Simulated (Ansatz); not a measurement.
**Data sheet: ZrGe (DFT)**

ZrGe:
```cif
data_Ge2Zr2
_chemical_formula_sum 'Zr2 Ge2'
_space_group_name_H-M_alt 'P63/mmc'
_space_group_IT_number 194
_space_group_name_Hall '-P 6c 2c'
_cell_length_a 3.81703
_cell_length_b 3.81703
_cell_length_c 6.83443
_cell_angle_alpha 90.000
_cell_angle_beta 90.000
_cell_angle_gamma 120.000
loop_
_atom_site_label
_atom_site_type_symbol
_atom_site_symmetry_multiplicity
_atom_site_Wyckoff_symbol
_atom_site_fract_x
_atom_site_fract_y
_atom_site_fract_z
_atom_site_occupancy
Zr1 Zr 2 a 0.00000 0.00000 0.00000 1
Ge1 Ge 2 c 0.33333 0.66667 0.25000 1
```

Space group P6_3/mmc (No. 194), NiAs type; conventional cell a = 3.8170 Å, b = 3.8170 Å, c = 6.8344 Å, α = 90.00°, β = 90.00°, γ = 120.00°.

Method: PBE in the plane-wave PAW code Ansatz. Geometry: relaxed at this level of theory. Other levels are named where they apply.

Cell and energy:

- Volume per atom = 21.56 Å³
- Density = 6.31 g/cm³
- Formation energy from the elements (no fitted shifts) = -0.58 eV/atom

Electronic structure:

Electronic character: metallic (no gap)
Density of states at the Fermi level: 0.36 states/eV per atom (mean over ±0.08 eV)

Mechanics:

- Bulk modulus (Birch–Murnaghan fit) = 1000 kbar
- Pressure derivative B′ = 3.9

A made-up cell: these elements were put on the sites of a structure type; neither database checked (COD, Materials Project) lists it. Its standing as an ambient phase is unchecked. Symmetry was held in the PBE relaxation; whether a distortion lowers the energy is not shown. The run is not spin-polarised. The references are the lowest solids computed at this level, not always the standard phases. Spin–orbit coupling is left out wherever it is not named.

Potentials: the later of the program's two PAW sets.
